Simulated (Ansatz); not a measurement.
Sr (fcc, Cu type)

```
Sr
1.0
    0.00000     3.04995     3.04995
    3.04995     0.00000     3.04995
    3.04995     3.04995     0.00000
Sr
1
Direct
  0.00000   0.00000   0.00000
```

The volume is varied about the relaxed value V₀ at fixed cell shape. Symmetry pins the atoms to their sites.

These are r2SCAN (plane waves to 500 eV, PAW, scalar-relativistic; Ansatz, an electronic-structure program) values and carry that method's errors. k mesh 13×13×13 (Γ-centred), Fermi-Dirac smearing 0.05 eV. The energy includes the smearing's −TS. Compression counts positive. Sr was relaxed with its symmetry unable to fall. The zero of ΔE is the relaxed starting cell. The last digit holds for this mesh only.

```csv
V (Å³/atom),ΔE (meV/atom)
53.338,8.2
53.905,withheld
54.473,3.6
55.040,2.0
55.608,0.9
56.175,0.2
56.742,0.0
57.310,0.2
57.877,0.8
58.445,1.7
59.012,3.1
59.580,4.8
60.147,6.9
```

Question: Fit a third-order Birch-Murnaghan form (E₀, V₀, B₀, B₀′ free) to the given rows and predict ΔE at V = 53.905.

Answer: Least squares on the 12 given rows: ΔE = E₀ + (9V₀B₀/16)·y²·[2 + (B₀′ − 4)y], y = (V₀/V)^(2/3) − 1, with V₀ = 56.774 Å³/atom, B₀ = 11.79 GPa (160.2 GPa = 1 eV/Å³; the term in eV is multiplied by 1000), B₀′ = 2.44, E₀ = -0.01 meV/atom; root-mean-square residual 0.02 meV/atom. At 53.905 the fit gives 5.6 meV/atom; the calculation gives 5.6 meV/atom, the same to the digits shown. For the pressure the fit gives 0.7 GPa against the computed 0.7 GPa.

(Under strain, the slope of the energy per volume gives the stress and its curvature an elastic modulus.)
